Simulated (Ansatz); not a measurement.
Data:

Mg:
```
Mg
1.0
    3.03415     0.00000     0.00000
   -1.51708     2.62765     0.00000
    0.00000     0.00000     3.02417
Mg
1
Direct
  0.00000   0.00000   0.00000
```

This is the LDA-relaxed structure. Tensor components refer to the Cartesian frame of this cell.

Task: All from LDA (plane waves, PAW; program Ansatz), unless another level is named. Estimate the bulk modulus (Birch–Murnaghan fit).

Result: 29.3 GPa.

Task: Next, the elastic constants (relaxed ions, GPa)?

Result: C11 = 71.3, C12 = 25.7, C13 = 4.7, C33 = 59.0, C44 = -13.9.

Space group P6/mmm (simple hexagonal). The first step of the workflow began from a Materials Project structure, measured or hypothetical; the Crystallography Open Database copy checked does not list it. It is not the phase usual at ambient conditions (space group No. 194). The LDA relaxation kept the symmetry of its start. At this level the phase is mechanically unstable. As this level gives no gap, shear constants depend on the k-mesh and smearing (Fermi–Dirac, 0.1 eV here).

Potentials: the earlier of the program's two PAW sets.
